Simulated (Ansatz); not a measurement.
CaC₆ in space group P6/mmm (No. 191; C on 6j, Ca on 1b), r²SCAN+D4 (plane waves, PAW; program Ansatz), all energies at zero smearing, with the estimated change up to a 700 eV cutoff added, with one set of potentials and settings (totals compare only within such a set). Cell of 7 atoms (6 C, 1 Ca): -3332.519 eV.

| element | reference phase | E (eV/atom) |
|---|---|---|
| C | P6_3/mmc, 4 atoms in the cell | -251.7456 |
| Ca | Fm-3m, 1 atoms in the cell | -1821.7300 |

Formation energy per atom, worked out: (-3332.519 − 6×(-251.7456) − 1×(-1821.7300))/7 = -0.045 eV/atom (-4 kJ per mol of atoms), at 0 K, without zero-point energy or fitted corrections.

A made-up cell: these elements were put on the sites of a structure type; neither database checked (COD, Materials Project) lists it. Its standing as an ambient phase is unchecked. The r²SCAN+D4 relaxation kept the symmetry of its start; whether a distortion lowers the energy is not shown. The references are the lowest solids computed at this level, not always the standard phases.

Potentials: the later of the program's two PAW sets.
